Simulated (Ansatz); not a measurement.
Input:

InGaN₂:
```
InGaN2
1.0
    3.35353     0.00000     0.00000
   -1.67677     2.90424     0.00000
    0.00000     0.00000     5.49962
In Ga N
1 1 2
Direct
  0.00000   0.00000   0.99711
  0.66667   0.33333   0.49592
  0.66667   0.33333   0.14601
  0.00000   0.00000   0.60256
```

This is the PBEsol-relaxed structure. Cartesian axes are those of the cell as given.

Task: All from plane-wave PAW PBEsol (Ansatz code), unless another level is named. Estimate the Poisson's ratio.

Result: 0.30.

Task: Predict the elastic constants (relaxed ions, GPa).

Result: C11 = 249, C12 = 107, C13 = 93.2, C14 = 0.0, C33 = 308, C44 = 59.8.

Space group P3m1. The workflow started from a Materials Project entry (that database holds measured and hypothetical structures alike); the Crystallography Open Database copy checked does not list it. With In and Ga taken as one species the cell has the higher symmetry P6_3mc, so it may be an ordered model of a mixed-site phase. Its standing as an ambient phase is unchecked. The cell was relaxed with PBEsol under the symmetry of its start; of distortions, only those at the zone centre were tested.

Potentials: the later of the program's two PAW sets.
